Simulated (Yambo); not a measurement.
## Convergence of the G0W0 gap of CsO

G0W0@LDA for CsO (space group Immm, No. 71) in Yambo. Reference settings: 4×4×4 Γ-centred k mesh, 110 bands and a 6 Ry block in the screening, 110 bands in G with the Bruneval-Gonze terminator, plasmon pole fitted at 27.2 eV. The LDA gap Γ → (-0.5, -0.5, -0.5) on this mesh is 1.79 eV; G0W0 gaps are taken between the same points.

| change from the reference | G0W0 gap Γ → (-0.5, -0.5, -0.5) (eV) | shift of the valence edge (eV) | rough Yambo cost |
|---|---|---|---|
| reference settings | 3.42 | -0.81 | 1 |
| 29 bands in W, 29 bands in G | 3.97 | -0.66 | about 1/6 |
| 43 bands in W, 43 bands in G | 3.64 | -0.65 | about 1/3 |
| 29 bands in W, 29 bands in G, 5 Ry block | 4.00 | -0.69 | about 1/4 |
| 62 bands in W, 62 bands in G, 5 Ry block | 3.51 | -0.72 | about 1/3 |
| 43 bands in W, 43 bands in G, 3 Ry block | 3.79 | -0.82 | about 1/3 |
| 43 bands in W, 43 bands in G, 2 Ry block | 3.97 | -1.02 | about 1/2 |
| 43 bands in W, 43 bands in G, 5 Ry block | 3.66 | -0.68 | about 1/2 |
| 62 bands in W, 62 bands in G, 4 Ry block | 3.51 | -0.73 | about 1/2 |
| 62 bands in W, 62 bands in G, 3 Ry block | 3.62 | -0.84 | about 1/2 |
| 86 bands in W, 86 bands in G, 2 Ry block | 3.69 | -1.07 | within a factor of two |
| 86 bands in W, 86 bands in G, 4 Ry block | 3.44 | -0.78 | within a factor of two |
| 29 bands in W, 29 bands in G, 3 Ry block, no terminator | 4.15 | -0.61 | about 1/7 |
| 43 bands in W, 43 bands in G, no terminator | 3.48 | -0.26 | about 1/4 |
| 62 bands in W, 62 bands in G, no terminator | 3.31 | -0.35 | about 1/2 |

The reference isn't shown to be the converged limit. Costs are rough (shared machines), scaled to the same edge states, and given only for runs that recompute the screening. The mesh misses a band edge: along a dense path the LDA gap is 1.68 eV against 1.79 eV on the mesh.

Geometry relaxed with LDA; primitive cell a = b = c = 5.225 Å, α = 132.81°, β = 107.16°, γ = 91.46°.

The structure is a Materials Project entry; no match was found in the copy of COD used, and its stability was not checked.

A shift is the quasiparticle energy of the state minus its LDA energy.
